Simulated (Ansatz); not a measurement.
A geometry of AlIr away from equilibrium: step 2 of the relaxation of a relaxed AlIr cell, doubled along one cell vector, shaken by Gaussian noise of σ = 0.08 Å a coordinate. All values below come from PBEsol (plane waves to 420 eV, PAW, scalar-relativistic; Ansatz, a program for electronic structure). Γ-centred k-mesh 10×7×14 on the run's cell (coarser than for final values), Fermi–Dirac smearing 0.05 eV.

```
CELL_PARAMETERS angstrom
     -1.41748     2.07036     2.47999
      2.90308    -4.23958     5.08099
      1.41286     2.11659    -2.52097
ATOMIC_POSITIONS crystal
  Ir 0.02550 0.26780 0.53432
  Ir 0.97641 0.75341 0.49340
  Al 0.49171 0.00834 0.51260
  Al 0.46505 0.50031 0.50293
```

**Question.** Give the Cartesian forces on all atoms (eV/Å).

**Answer.** 
| atom | Fx | Fy | Fz |
|---|---|---|---|
| Ir1 | -0.19 | -0.54 | -0.49 |
| Ir2 | 0.13 | 0.06 | -0.55 |
| Al3 | -0.03 | 0.04 | 0.04 |
| Al4 | 0.09 | 0.44 | 1.00 |

**Question.** What is the pressure?

**Answer.** +1.5 GPa, compression positive.

**Question.** How far above the relaxed end point is this geometry?

**Answer.** 0.77 eV/atom; the path ends in Pm-3m (No. 221) (CsCl type).

No spin polarisation in the result.

Of the parent cell (Immm (No. 71)): it is a generated cell of AlIr: the first start was made by placing the elements on the sites of a structure type, and the end was not matched to a known phase here, so it may be hypothetical.

The first start was generated by placing the elements on the sites of a structure type. Materials Project lists a structure of AlIr in the same space group, Pm-3m (No. 221); the sites were not compared with it, nor with measured phases.
